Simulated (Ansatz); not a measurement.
# Step by step: ZnS, relaxation of cell and atoms

Computed with DFT, PBE, PAW with Ansatz's default frozen-core files, scalar-relativistic in Ansatz 0.2.0.

Command: `ansatz run input.yaml --threads 1 --pin off --max-ram 3072MiB --backend cpu --events-out ev --progress --plain --runs-dir out` The run took 56 s on 1 thread of Arm Neoverse V1, on a shared host, peak memory 0.39 GiB.

```yaml
crystal:
  lattice:
    - [3.8020776069, 0.0, 0.0]
    - [-1.9010388034, 3.2926957947, 0.0]
    - [0.0, 0.0, 6.1973864992]
  atoms:
    - { symbol: Zn, position: [0.3333333333, 0.6666666667, 0.0] }
    - { symbol: Zn, position: [0.6666666667, 0.3333333333, 0.5] }
    - { symbol: S, position: [0.3333333333, 0.6666666667, 0.376] }
    - { symbol: S, position: [0.6666666667, 0.3333333333, 0.876] }
kpoints:
  mp_grid: { grid: [12, 12, 7] }
scf:
  occupations: { method: fermi_dirac, width: 0.03 }
hamiltonian:
  xc: pbe
  pseudopotentials: { kind: paw }
output:
  forces: true
  stress: true
relax:
  f_tol: 0.005
  max_steps: 80
  cell: {}
```

The cell is built from the wurtzite type as a first guess.

The cutoff is 420 eV; energies and pressures of the walk include the program's estimate of the Pulay term.

Each frame lists the cell vectors (Å), then Cartesian positions (Å) and forces (eV/Å). Free energies count from the first step, -8445.4281 eV.

The walk took 5 evaluations in all; steps that aren't listed are left out.

Step 1: E = 0.0 meV, P = 3.02 GPa

```
cell 3.8021 0.0000 0.0000 -1.9010 3.2927 0.0000 0.0000 0.0000 6.1974
Zn    0.0000    2.1951    0.0000     0.000   0.000   0.020
Zn    1.9010    1.0976    3.0987     0.000   0.000   0.020
S     0.0000    2.1951    2.3302     0.000   0.000  -0.020
S     1.9010    1.0976    5.4289     0.000   0.000  -0.020
```

Step 2: E = -23.5 meV, P = 1.22 GPa

```
cell 3.8234 0.0000 0.0000 -1.9117 3.3112 0.0000 0.0000 0.0000 6.2697
Zn    0.0000    2.2075    0.0042     0.000   0.000   0.009
Zn    1.9117    1.1037    3.1390     0.000   0.000   0.009
S     0.0000    2.2075    2.3533     0.000   0.000  -0.009
S     1.9117    1.1037    5.4881     0.000   0.000  -0.009
```

Question: How does the relaxation end?

Answer: It converges, with a = 3.845 Å, b = 3.845 Å, c = 6.306 Å, α = 90.00°, β = 90.00°, γ = 120.00° (conventional cell, space group P6_3mc). The last solve (on a basis chosen afresh for the final cell, so its energy is not quite comparable) gives E = -29.4 meV, P = 0.00 GPa:
```
cell 3.8452 0.0000 0.0000 -1.9226 3.3300 0.0000 0.0000 0.0000 6.3055
Zn    0.0000    2.2200    0.0046     0.000   0.000   0.001
Zn    1.9226    1.1100    3.1574     0.000   0.000   0.001
S     0.0000    2.2200    2.3663     0.000   0.000  -0.001
S     1.9226    1.1100    5.5191     0.000   0.000  -0.001
```
